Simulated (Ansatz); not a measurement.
**Energy against volume for SiC (wurtzite)**

SiC (wurtzite)

```
CELL_PARAMETERS angstrom
      3.07595     0.00000     0.00000
     -1.53798     2.66386     0.00000
      0.00000     0.00000     5.04779
ATOMIC_POSITIONS crystal
  Si 0.66667 0.33333 0.00051
  Si 0.33333 0.66667 0.50051
  C  0.66667 0.33333 0.62469
  C  0.33333 0.66667 0.12469
```

E(V) scan at fixed shape, V₀ the volume above. The atoms relax within the cell's symmetry.

Method: PBEsol (plane waves to 420 eV, PAW, scalar-relativistic; Ansatz, an electronic-structure program). k mesh 12×12×7 (Γ-centred), Fermi-Dirac smearing 0.05 eV. The energy includes the smearing's −TS. Stress and pressure are positive under compression. With the shape held, the modulus is that of even scaling; a crystal free to change shape is softer. SiC was relaxed with its symmetry unable to fall. The PAW data are Ansatz's earlier set. The zero of ΔE is the relaxed starting cell.

```csv
V/V₀,ΔE (meV/atom),P (GPa)
0.940,28.7,15.6
0.955,15.7,11.2
0.970,6.8,7.2
0.985,1.7,3.5
1.000,0.0,0.0
1.015,1.6,-3.2
1.030,6.2,-6.2
1.045,13.5,-9.0
1.060,23.5,-11.6
```

What the scan shows:

```yaml
pressure_at_the_smallest_volume: 15.6 GPa
energy_cost_of_the_largest_compression: 28.7 meV/atom
energy_cost_of_the_largest_expansion: 23.5 meV/atom
Bulk modulus at fixed cell shape B₀ (third-order Birch-Murnaghan fit): 223 GPa
Pressure derivative B₀′ (fit): 3.9
equilibrium_volume_of_the_fit: 10.34 Å³/atom
Pressure for 5 % compression (fit): 12.6 GPa
```

(A scan under strain: stresses follow from slopes of the energy per volume, elastic moduli from its curvatures.)
